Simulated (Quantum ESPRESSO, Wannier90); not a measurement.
# Tight-binding from DFT: RuO2 (rutile)

Structure: Materials Project mp-825, symmetrised, not relaxed again. COD (Crystallography Open Database) has an entry of this formula and space group (matched by these alone). Method: PBEsol plane waves in Quantum ESPRESSO 7.5 (PseudoDojo norm-conserving files, 68 Ry, no spin polarisation, no spin-orbit coupling), Bloch states on a 6×6×8 mesh through Γ, Wannier90 4.0.1. Density: 8×8×10 mesh, cold smearing 0.01 Ry.

On the energy scale of pw.x, whose zero is arbitrary, the Fermi level lies at 13.04 eV.

Input w.win:

```
num_bands = 38
num_wann = 22
exclude_bands = 1-12
num_iter = 1000
conv_tol = 1.0e-6
conv_window = 4
dis_num_iter = 1000
dis_conv_tol = 1.0e-6
dis_froz_max = 14.54
write_hr = true
write_u_matrices = true
begin projections
f=0.50567,0.50481,0.48802: d
f=-0.01067,-0.00231,0.00330: d
f=-0.18712,0.20172,0.50608: p
f=0.19511,-0.18665,0.48869: p
f=0.29638,0.30843,0.00832: p
f=-0.31547,-0.30135,-0.00383: p
end projections
begin unit_cell_cart
ang
    4.4825000000    0.0000000000    0.0000000000
    0.0000000000    4.4825000000    0.0000000000
    0.0000000000    0.0000000000    3.1113400000
end unit_cell_cart
begin atoms_frac
Ru   0.5000000000  0.5000000000  0.5000000000
Ru   0.0000000000  0.0000000000  0.0000000000
O   -0.1945600000  0.1945600000  0.5000000000
O    0.1945600000 -0.1945600000  0.5000000000
O    0.3054400000  0.3054400000  0.0000000000
O   -0.3054400000 -0.3054400000  0.0000000000
end atoms_frac
mp_grid = 6 6 8
begin kpoints
0.0000000000 0.0000000000 0.0000000000
0.0000000000 0.0000000000 0.1250000000
0.0000000000 0.0000000000 0.2500000000
... (285 more lines: the 6x6x8 mesh through Gamma)
end kpoints
```

Input of pw2wannier90.x that gives the overlap and projection files (equivalent; here they were cut from one run over all bands):

```
&inputpp
  outdir = './out'
  prefix = 'pwscf'
  seedname = 'w'
  write_amn = .true.
  write_mmn = .true.
/
```

Output w.wout (banner and timings cut):

```
                                    ------
                                    SYSTEM
                                    ------

                              Lattice Vectors (Ang)
                    a_1     4.482500   0.000000   0.000000
                    a_2     0.000000   4.482500   0.000000
                    a_3     0.000000   0.000000   3.111340

                   Unit Cell Volume:      62.51555  (Ang^3)

                        Reciprocal-Space Vectors (Ang^-1)
                    b_1     1.401715   0.000000   0.000000
                    b_2     0.000000   1.401715   0.000000
                    b_3     0.000000   0.000000   2.019447

 *----------------------------------------------------------------------------*
 |   Site       Fractional Coordinate          Cartesian Coordinate (Ang)     |
 +----------------------------------------------------------------------------+
 | ru   1   0.50000   0.50000   0.50000   |    2.24125   2.24125   1.55567    |
 | ru   2   0.00000   0.00000   0.00000   |    0.00000   0.00000   0.00000    |
 | o    1  -0.19456   0.19456   0.50000   |   -0.87212   0.87212   1.55567    |
 | o    2   0.19456  -0.19456   0.50000   |    0.87212  -0.87212   1.55567    |
 | o    3   0.30544   0.30544   0.00000   |    1.36913   1.36913   0.00000    |
 | o    4  -0.30544  -0.30544   0.00000   |   -1.36913  -1.36913   0.00000    |
 *----------------------------------------------------------------------------*
                                ------------
                                K-POINT GRID
                                ------------

             Grid size =  6 x  6 x  8      Total points =  288

 *---------------------------------- MAIN ------------------------------------*
 |  Number of Wannier Functions               :                22             |
 |  Number of Objective Wannier Functions     :                22             |
 |  Number of input Bloch states              :                38             |
 |  Output verbosity (1=low, 5=high)          :                 1             |
 |  Timing Level (1=low, 5=high)              :                 1             |
 |  Optimisation (0=memory, 3=speed)          :                 3             |
 |  Length Unit                               :               Ang             |
 |  Post-processing setup (write *.nnkp)      :                 F             |
 |  Using Gamma-only branch of algorithms     :                 F             |
 *----------------------------------------------------------------------------*
 *------------------------------- WANNIERISE ---------------------------------*
 |  Total number of iterations                :              1000             |
 |  Number of CG steps before reset           :                 5             |
 |  Trial step length for line search         :             2.000             |
 |  Convergence tolerence                     :         0.100E-05             |
 |  Convergence window                        :                 4             |
 |  Iterations between writing output         :                 1             |
 |  Iterations between backing up to disk     :               100             |
 |  Write r^2_nm to file                      :                 F             |
 |  Write xyz WF centres to file              :                 F             |
 |  Write on-site energies <0n|H|0n> to file  :                 F             |
 |  Use guiding centre to control phases      :                 F             |
 |  Use phases for initial projections        :                 F             |
 *----------------------------------------------------------------------------*
 *------------------------------- DISENTANGLE --------------------------------*
 |  Using band disentanglement                :                 T             |
 |  Total number of iterations                :              1000             |
 |  Mixing ratio                              :             0.500             |
 |  Convergence tolerence                     :         1.000E-06             |
 |  Convergence window                        :                 3             |
 *----------------------------------------------------------------------------*
 *-------------------------------- PLOTTING ----------------------------------*
 |  Plotting Hamiltonian in WF basis          :                 T             |
 *----------------------------------------------------------------------------*

       ... (k-mesh section left out)

 Starting a new Wannier90 calculation ...

 Reading overlaps from w.mmn

 Reading projections from w.amn

 *------------------------------- DISENTANGLE --------------------------------*
 +----------------------------------------------------------------------------+
 |                              Energy  Windows                               |
 |                              ---------------                               |
 |                   Outer:    4.47475  to   37.15041  (eV)                   |
 |                   Inner:    4.47475  to   14.54000  (eV)                   |
 +----------------------------------------------------------------------------+
   Number of target bands to extract:   22

                   Unitarised projection of Wannier functions
                   ------------------------------------------
   A_mn = <psi_m|g_n> --> S = A.A^+ --> U = S^-1/2.A
   In dis_project... done
   Using an inner window (linner = T)
   In dis_proj_froz... done

                   Extraction of optimally-connected subspace
                   ------------------------------------------
 +---------------------------------------------------------------------+<-- DIS
 |  Iter     Omega_I(i-1)      Omega_I(i)      Delta (frac.)           |<-- DIS
 +---------------------------------------------------------------------+<-- DIS
       1      16.50086349      16.42029869       4.906E-03    <-- DIS
       2      16.45420036      16.38244291       4.380E-03    <-- DIS
       3      16.41518433      16.35016733       3.977E-03    <-- DIS
       4      16.38017323      16.32208451       3.559E-03    <-- DIS
       5      16.34913928      16.29742660       3.173E-03    <-- DIS
       6      16.32170667      16.27564267       2.830E-03    <-- DIS
       ... (lines left out)
      98      16.07681267      16.07679699       9.749E-07    <-- DIS
      99      16.07679300      16.07677910       8.644E-07    <-- DIS
     100      16.07677427      16.07676201       7.623E-07    <-- DIS

             <<<      Delta < 1.000E-06  over  3 iterations     >>>
             <<< Disentanglement convergence criteria satisfied >>>

        Final Omega_I    16.07676201 (Ang^2)

 +----------------------------------------------------------------------------+

 Writing checkpoint file w.chk... done

 *------------------------------- WANNIERISE ---------------------------------*
 +--------------------------------------------------------------------+<-- CONV
 | Iter  Delta Spread     RMS Gradient      Spread (Ang^2)            |<-- CONV
 +--------------------------------------------------------------------+<-- CONV

 ------------------------------------------------------------------------------
 Initial State
  WF centre and spread    1  (  2.240545,  2.241126,  1.555183 )     0.84239052
  WF centre and spread    2  (  2.241216,  2.242055,  1.555212 )     0.80193080
  WF centre and spread    3  (  2.241746,  2.239555,  1.555247 )     0.80146103
  WF centre and spread    4  (  2.241495,  2.240378,  1.555522 )     0.82657794
  WF centre and spread    5  (  2.241516,  2.242205,  1.555746 )     0.81480939
  WF centre and spread    6  (  0.000586, -0.000635,  0.000223 )     0.84187313
  WF centre and spread    7  ( -0.001910,  0.000091, -0.000067 )     0.80234053
  WF centre and spread    8  (  0.000107, -0.000615, -0.000214 )     0.80128875
  WF centre and spread    9  ( -0.000941, -0.001728,  0.000088 )     0.82734109
  WF centre and spread   10  ( -0.002510, -0.001105,  0.000100 )     0.81518058
  WF centre and spread   11  ( -0.863514,  0.865177,  1.555697 )     0.69142765
  WF centre and spread   12  ( -0.878717,  0.873733,  1.555823 )     0.69827149
  WF centre and spread   13  ( -0.872539,  0.879523,  1.555706 )     0.70161264
  WF centre and spread   14  (  0.865537, -0.864356,  1.554196 )     0.68806838
  WF centre and spread   15  (  0.879380, -0.873520,  1.555519 )     0.69759296
  WF centre and spread   16  (  0.874012, -0.878682,  1.555361 )     0.69499120
  WF centre and spread   17  (  1.375639,  1.376906,  0.001326 )     0.68639353
  WF centre and spread   18  (  1.362365,  1.368715,  0.000520 )     0.69517334
  WF centre and spread   19  (  1.367961,  1.363795,  0.000566 )     0.69347767
  WF centre and spread   20  ( -1.377700, -1.376203,  0.000613 )     0.69423556
  WF centre and spread   21  ( -1.362129, -1.366738,  0.000350 )     0.70294478
  WF centre and spread   22  ( -1.367808, -1.360570,  0.000438 )     0.70473896
  Sum of centres and spreads ( 11.204335, 11.209107, 17.113154 )    16.52412193

      0     0.165E+02     0.0000000000       16.5241218927  <-- CONV
        O_D=      0.0011199 O_OD=      0.4462400 O_TOT=     16.5241219 <-- SPRD
 ------------------------------------------------------------------------------
      1    -0.996E-01     0.1343575085       16.4245441581  <-- CONV
        O_D=      0.0010697 O_OD=      0.3467125 O_TOT=     16.4245442 <-- SPRD
      2    -0.306E-01     0.1261891159       16.3939378324  <-- CONV
        O_D=      0.0008390 O_OD=      0.3163368 O_TOT=     16.3939378 <-- SPRD
      3    -0.205E-01     0.1210355048       16.3733902724  <-- CONV
        O_D=      0.0009744 O_OD=      0.2956539 O_TOT=     16.3733903 <-- SPRD
      4    -0.178E-01     0.1186562237       16.3556009020  <-- CONV
        O_D=      0.0007803 O_OD=      0.2780586 O_TOT=     16.3556009 <-- SPRD
      5    -0.107E-01     0.1013118457       16.3448743474  <-- CONV
        O_D=      0.0006888 O_OD=      0.2674236 O_TOT=     16.3448743 <-- SPRD
       ... (lines left out)
     26    -0.556E-06     0.0006333654       16.3341150799  <-- CONV
        O_D=      0.0004917 O_OD=      0.2568614 O_TOT=     16.3341151 <-- SPRD
     27    -0.573E-06     0.0006409085       16.3341145072  <-- CONV
        O_D=      0.0004917 O_OD=      0.2568608 O_TOT=     16.3341145 <-- SPRD
     28    -0.552E-06     0.0006575352       16.3341139552  <-- CONV
        O_D=      0.0004917 O_OD=      0.2568602 O_TOT=     16.3341140 <-- SPRD
             <<<     Delta < 1.000E-06  over  4 iterations     >>>
             <<< Wannierisation convergence criteria satisfied >>>
 Final State
  WF centre and spread    1  (  2.240423,  2.240889,  1.555857 )     0.83990411
  WF centre and spread    2  (  2.240404,  2.241823,  1.556019 )     0.80129538
  WF centre and spread    3  (  2.241811,  2.240212,  1.555909 )     0.80117704
  WF centre and spread    4  (  2.241246,  2.241210,  1.555671 )     0.83218910
  WF centre and spread    5  (  2.241825,  2.242127,  1.555515 )     0.80791078
  WF centre and spread    6  (  0.000906, -0.000425,  0.000023 )     0.83960483
  WF centre and spread    7  ( -0.000448, -0.000138, -0.000251 )     0.80136869
  WF centre and spread    8  (  0.000117,  0.000035, -0.000147 )     0.80109986
  WF centre and spread    9  (  0.000005, -0.000047, -0.000000 )     0.83218602
  WF centre and spread   10  ( -0.000669,  0.000936,  0.000031 )     0.80816292
  WF centre and spread   11  ( -0.864223,  0.864766,  1.556146 )     0.67638430
  WF centre and spread   12  ( -0.877918,  0.873456,  1.555929 )     0.68294196
  WF centre and spread   13  ( -0.873571,  0.878622,  1.555927 )     0.68269966
  WF centre and spread   14  (  0.864632, -0.864120,  1.554587 )     0.67746302
  WF centre and spread   15  (  0.878173, -0.873581,  1.555607 )     0.68208339
  WF centre and spread   16  (  0.873464, -0.877534,  1.555578 )     0.68230819
  WF centre and spread   17  (  1.376502,  1.376931,  0.000997 )     0.67757215
  WF centre and spread   18  (  1.362795,  1.367536,  0.000073 )     0.68207547
  WF centre and spread   19  (  1.367650,  1.363506,  0.000111 )     0.68206069
  WF centre and spread   20  ( -1.377223, -1.376759,  0.000062 )     0.67679842
  WF centre and spread   21  ( -1.363460, -1.367861, -0.000105 )     0.68341693
  WF centre and spread   22  ( -1.367750, -1.362723, -0.000114 )     0.68341110
  Sum of centres and spreads ( 11.204692, 11.208861, 17.113423 )    16.33411399

         Spreads (Ang^2)       Omega I      =    16.076762010
        ================       Omega D      =     0.000491724
                               Omega OD     =     0.256860221
    Final Spread (Ang^2)       Omega Total  =    16.334113955
```
